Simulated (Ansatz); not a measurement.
BP:
```xyz
2
Lattice="0.0000 2.2683 2.2683 2.2683 0.0000 2.2683 2.2683 2.2683 0.0000" Properties=species:S:1:pos:R:3 pbc="T T T"
P      3.4025     3.4025     3.4025
B      0.0000     0.0000     0.0000
```

Relaxed with r²SCAN. Special points in fractions of this cell's reciprocal vectors: Γ (0.000, 0.000, 0.000); X (0.500, 0.000, 0.500); U (0.625, 0.250, 0.625); K (0.375, 0.375, 0.750); L (0.500, 0.500, 0.500); W (0.500, 0.250, 0.750).

### Question
List the band energies nearest the valence-band maximum at these points for r²SCAN in the plane-wave PAW code Ansatz.

### Answer
In eV from the valence-band maximum; about four levels below and three above (degenerate sets whole), none deeper than 8.9 eV; … stands for higher levels left out; points with the same levels are listed once.

| k | below | above |
|---|---|---|
| Γ | 0.00 0.00 0.00 | 3.60 3.60 3.60 |
| X | -4.36 -4.36 | 1.50 1.89 … |
| U | -8.71 -6.52 -3.71 | 2.37 6.42 10.36 |
| L | -1.87 -1.87 | 4.11 4.99 4.99 |
| W | -8.63 -5.94 -5.74 | 5.74 7.17 7.79 |

Space group F-43m (zinc blende). Symmetry was held in the r²SCAN relaxation.

Potentials: the later of the program's two PAW sets.
